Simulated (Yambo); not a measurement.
Mg₂Si (space group Fm-3m, No. 225), G0W0@PBEsol in Yambo with this input:

```
rim_cut
gw0
dyson
el_el_corr
HF_and_locXC
ppa
em1d
RandQpts= 1000000
RandGvec= 1 Ry
EXXRLvcs= 84 Ry
VXCRLvcs= 336 Ry
Chimod= "HARTREE"
% BndsRnXp
 9 | 143 |
%
NGsBlkXp= 10 Ry
% LongDrXp
 1.0 | 1.0 | 1.0 |
%
PPAPntXp= 27.2114 eV
% GbndRnge
 1 | 143 |
%
GTermKind= "BG"
DysSolver= "n"
ExtendOut
```

On a 4×4×4 mesh, with wavefunctions cut at 84 Ry, the gap (Γ → X) is 0.700 eV and the valence edge shifts by -0.616 eV.

Question: What happens with this change: 62 bands in W?

Answer: The gap falls by 0.051 eV, to 0.649 eV; the shift of the valence edge becomes -0.483 eV. Neither run is shown to be the converged limit.

Geometry relaxed with PBEsol; primitive cell a = 4.4718 Å, b = 4.4718 Å, c = 4.4718 Å, α = 60.00°, β = 60.00°, γ = 60.00°.

A shift is the quasiparticle energy of the state minus its PBEsol energy.
